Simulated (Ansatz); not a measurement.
Ni₂H in space group P3m1 (No. 156; Ni on 1c, Ni on 1b, H on 1a), DFT-r²SCAN in the program Ansatz with PAW potentials, all energies at zero smearing, with the estimated change up to a 700 eV cutoff added, with one set of potentials and settings (totals compare only within such a set). Cell of 3 atoms (2 Ni, 1 H): -11706.417 eV.

```tsv
element	reference phase	E (eV/atom)
Ni	Fm-3m, 1 atoms in the cell, spin-polarised	-5845.2912
H	P2_12_12_1, 8 atoms in the cell	-15.9458
```

Formation energy per atom, worked out: (-11706.417 − 2×(-5845.2912) − 1×(-15.9458))/3 = 0.037 eV/atom (4 kJ per mol of atoms), at 0 K, without zero-point energy or fitted corrections.

The workflow started from an entry of the Crystallography Open Database (COD), which files this formula under 2 space groups. Whether it is the stable phase at ambient conditions was not checked. The r²SCAN relaxation kept the symmetry of its start; whether a distortion lowers the energy is not shown. The final state is ferromagnetic, the only order run, not a proven ground state. Other orbital occupations within this spin state were not tried. The references are the lowest solids computed at this level, not always the standard phases (solids in place of the gases).

Potentials: the later of the program's two PAW sets.
